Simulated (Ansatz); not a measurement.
Calculated electric field gradients for BaB₁₂H₁₂

The cell is a computed structure from the Materials Project (it need not be an observed phase), taken as it stands.

```
CELL_PARAMETERS angstrom
7.30537 0.00000 0.00000
-3.65268 6.32664 0.00000
0.00000 0.00000 11.81024
ATOMIC_POSITIONS crystal
Ba 0.66667 0.33333 0.26314
Ba 0.33333 0.66667 0.76314
B 0.91479 0.38613 0.61094
B 0.47134 0.08521 0.61094
B 0.61387 0.52866 0.61094
B 0.52866 0.61387 0.11094
B 0.38613 0.91479 0.11094
B 0.08521 0.47134 0.11094
B 0.51240 0.30026 0.52479
B 0.78786 0.48760 0.52479
B 0.69974 0.21214 0.52479
B 0.21214 0.69974 0.02479
B 0.30026 0.51240 0.02479
B 0.48760 0.78786 0.02479
B 0.82006 0.36497 0.75159
B 0.54491 0.17994 0.75159
B 0.63503 0.45509 0.75159
B 0.45509 0.63503 0.25159
B 0.36497 0.82006 0.25159
B 0.17994 0.54491 0.25159
B 0.41730 0.28065 0.66542
B 0.86335 0.58270 0.66542
B 0.71935 0.13665 0.66542
B 0.13665 0.71935 0.16542
B 0.28065 0.41730 0.16542
B 0.58270 0.86335 0.16542
H 0.08933 0.42176 0.58800
H 0.33244 0.91067 0.58800
H 0.57824 0.66756 0.58800
H 0.66756 0.57824 0.08800
H 0.42176 0.08933 0.08800
H 0.91067 0.33244 0.08800
H 0.39982 0.27575 0.44538
H 0.87593 0.60018 0.44538
H 0.72425 0.12407 0.44538
H 0.12407 0.72425 0.94538
H 0.27575 0.39982 0.94538
H 0.60018 0.87593 0.94538
H 0.92532 0.38404 0.83344
H 0.45872 0.07468 0.83344
H 0.61596 0.54128 0.83344
H 0.54128 0.61596 0.33344
H 0.38404 0.92532 0.33344
H 0.07468 0.45872 0.33344
H 0.24078 0.24186 0.68540
H 0.00108 0.75922 0.68540
H 0.75814 0.99892 0.68540
H 0.99892 0.75814 0.18540
H 0.24186 0.24078 0.18540
H 0.75922 0.00108 0.18540
```

Atoms are numbered from 1 in the order listed; like atoms form one site, named after its first atom.

All values are calculated (Ansatz; DFT, r2SCAN, plane waves and PAW, scalar-relativistic, 500 eV cutoff, Γ-centred 5×5×3 k-points, Fermi–Dirac smearing 0.05 eV), not measured.

Conventions: |V_zz| ≥ |V_yy| ≥ |V_xx|, η = (V_xx − V_yy)/V_zz, C_Q = eQV_zz/h. ν_Q = 3|C_Q|/[2I(2I − 1)].

¹³⁵Ba: I = 3/2, Q = 153.0 mb; B-11: I = 3/2, Q = 40.59 mb; H-2: I = 1, Q = 2.858 mb. Quadrupole moments are those of Pyykkö's year-2017 table.

Question: Which values are expected at the nuclei?

Answer: 

```tsv
site	atoms (order as listed)	first shell	C_Q (MHz)	η	ν_Q (MHz)
Ba	1, 2	12 H at 2.73–2.97 Å	-8.38	0.00	4.19
B3	3, 4, 5, 6, 7, 8	1 H at 1.20 Å, 5 B at 1.77–1.78 Å; also 1 Ba at 3.24 Å	-0.683	0.12	0.342
B9	9, 10, 11, 12, 13, 14	1 H at 1.20 Å, 5 B at 1.77–1.78 Å; also 1 Ba at 3.26 Å	-0.693	0.07	0.346
B15	15, 16, 17, 18, 19, 20	1 H at 1.20 Å, 5 B at 1.77–1.78 Å; also 1 Ba at 3.27 Å	-0.700	0.14	0.350
B21	21, 22, 23, 24, 25, 26	1 H at 1.20 Å, 5 B at 1.77–1.78 Å	-0.827	0.13	0.414
H27	27, 28, 29, 30, 31, 32	1 B at 1.20 Å	0.135	0.08	0.203
H33	33, 34, 35, 36, 37, 38, …	1 B at 1.20 Å	0.134	0.07	0.201
H45	45, 46, 47, 48, 49, 50	1 B at 1.20 Å	0.135	0.05	0.202
```

An axis of threefold or higher order runs through Ba, so V_zz lies along it and η is zero. At B3, B9, B15 and B21 V_zz points along its shortest bond, to H (within 3°) in each case. At H27, H33 and H45 V_zz points along its bond to B (within 3°) in each case.

Without spin–orbit coupling (the program notes it for Ba) the gradients are little affected as a rule: paired runs on crystals with a gap mostly move them by under 2 % at such atoms.

Hardware: 1 thread of Arm Neoverse V2 (aarch64; 8 cores open to the job, memory cap 2.5 GiB, no GPU), a shared host with a load of 0.5 a core. Wall time 3.8 min, CPU time 3.8 min, peak memory 1.9 GiB.
